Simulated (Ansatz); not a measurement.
# Be: from a starting cell to a relaxed one

The start is a generated cell, Be placed in the AFLOW prototype A_aP4_2_aci. Cell shape, volume and atoms are optimised at zero target pressure with r2SCAN (plane waves to 500 eV, PAW, scalar-relativistic; Ansatz, an electronic-structure program).

Ansatz input (later rounds restart from its end on a renewed k-mesh):
Ansatz 0.2 input:
```yaml
crystal:
  lattice:
    - [2.1856018, 0, 0]
    - [0.2187936, 2.5785556, 0]
    - [0.0951527, 0.428373, 5.7834771]
  atoms:
    - { symbol: Be, position: [0, 0, 0] }
    - { symbol: Be, position: [0, 0, 0.5] }
    - { symbol: Be, position: [0.433, 0.572, 0.259] }
    - { symbol: Be, position: [0.567, 0.428, 0.741] }
basis: { ecutwfc: 500, ecutrho_ratio: 4, xc_grid: 4, fft_grid_basis: typed }
kpoints: { mp_grid: { grid: [21, 18, 8] } }
hamiltonian:
  xc: r2scan
  dispersion: none
  pseudopotentials: { kind: paw }
scf: { occupations: { method: fermi_dirac, width: 0.05 } }
relax: { f_tol: 0.01, max_steps: 100, cell: { stress_tol: 0.02 } }
output: { forces: true, stress: true }
```

```json
{
 "initial_pressure": "+4.7 GPa (positive: the cell is compressed)",
 "largest_initial_force": "1.84 eV/Å, on Be3, Be4 (atoms numbered as listed)",
 "outcome": "The space group goes from P-1 (No. 2) to Fm-3m (No. 225); the end is fcc (Cu type), with 1 atom in the primitive cell",
 "energy_released": "0.22 eV/atom",
 "volume_change": "-3.2 %, from 8.15 to 7.89 Å³/atom",
 "Shortest distances (start → end)": "The closest pairs of elements (up to four, under 3.6 Å), start → end: Be–Be 2.00 → 2.23 Å",
 "band_gap_at_the_end": "zero (metallic)",
 "optimiser_moves": "11"
}
```

It ends as:

Space group Fm-3m (No. 225); a = 3.1597 Å, b = 3.1597 Å, c = 3.1597 Å, α = 90.00°, β = 90.00°, γ = 90.00°

```tsv
atom	site	symmetry	x	y	z
Be	4a	m-3m	0.0000	0.0000	0.0000
```
(The calculation used a cell of 1 atom; values per cell refer to that cell.)

Final values are on a 25×25×25 k-mesh of the relaxed cell. No spin polarisation in the result.

The run could not lose the symmetry of its start, so the end can be a saddle point.

The relaxed structure here is a generated cell of Be: the first start was made by placing the elements on the sites of a structure type, and the end was not matched to a known phase here, so it may be hypothetical. Known forms of Be include space group No. 194.
